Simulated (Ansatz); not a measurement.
K3BAs2:
```
CELL_PARAMETERS angstrom
      4.79206     4.53498     0.00000
     -4.79206     4.53498     0.00000
     -3.39718     0.00000     8.57473
ATOMIC_POSITIONS crystal
  K  0.25556 0.85091 0.98135
  K  0.74444 0.14909 0.01865
  K  0.85091 0.25556 0.51865
  K  0.14909 0.74444 0.48135
  K  0.64674 0.64674 0.75000
  K  0.35326 0.35326 0.25000
  B  0.71676 0.71676 0.25000
  B  0.28324 0.28324 0.75000
  As 0.58967 0.85394 0.35652
  As 0.41033 0.14606 0.64348
  As 0.85394 0.58967 0.14348
  As 0.14606 0.41033 0.85652
```

Relaxed with r²SCAN. Special points in fractions of this cell's reciprocal vectors: Γ (0.000, 0.000, 0.000); A (0.000, 0.000, 0.500); I2 (0.410, 0.410, 0.500); I (-0.410, 0.590, 0.500); M2 (-0.500, 0.500, 0.500); Y (0.500, 0.500, 0.000); L2 (0.000, 0.500, 0.500); V2 (0.000, 0.500, 0.000).

List the band energies nearest the valence-band maximum at these points for DFT-r²SCAN in the program Ansatz with PAW potentials.

In eV from the valence-band maximum; about four levels below and three above (degenerate sets whole), none deeper than 8.9 eV; points with the same levels are listed once.

```csv
k,below,above
Γ,-0.97 -0.72 -0.72 -0.41,1.84 2.50 2.95
A,-0.75 -0.75 -0.55 -0.55,2.45 2.45 2.88 2.88
I2,-0.51 -0.51 -0.27 -0.27,2.37 2.37 2.68 2.68
M2,-0.49 -0.49 -0.25 -0.25,2.37 2.37 2.65 2.65
Y,-1.07 -0.54 -0.06 0.00,2.39 2.73 2.84
L2,-0.72 -0.71 -0.30 -0.26,2.01 2.79 2.85
V2,-0.73 -0.58 -0.54 -0.28,2.49 2.56 2.71
```

Space group C2/c. The workflow started from a Materials Project entry (that database holds measured and hypothetical structures alike); the Crystallography Open Database copy checked does not list it. Its standing as an ambient phase is unchecked. The r²SCAN relaxation kept the symmetry of its start; its stability against distortions is not shown here. Spin–orbit coupling is left out wherever it is not named.

Potentials: the later of the program's two PAW sets.
